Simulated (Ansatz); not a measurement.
## Thickness series of a surface: hcp Zn (0001)

All-electron LAPW in Ansatz 0.2.0 under PBE, scalar-relativistic, energies extrapolated to zero smearing, no spin–orbit coupling, no spin polarisation. The 1×1 slabs (area 6.02 Å²) are cut from the bulk relaxed on PAW files, and their atoms are relaxed; γ counts from the bulk energy, Δd12 is the change of the outer spacing. No reconstruction is allowed, and meshes differ a little between slabs.

```
planes  γ (J/m²)  Φ (eV)  Δd12 (%)
     1     0.463       ?         –
     3     0.321    4.25      -3.2
     4     0.294    4.01      -2.5
     5     0.300       ?      -3.4
     6     0.310    4.13      -0.9
```

Task: Give the missing entry: row "1", column "Φ (eV)".

Result: 4.00.

Task: Give the missing entry: row "5", column "Φ (eV)".

Result: 3.97.

Task: How far have the values settled with thickness?

Result: Between 5 and 6 planes γ moves by +3.4 % and Φ by +0.16 eV. Thin films carry quantum-size oscillations, so two neighbours that agree don't prove convergence.
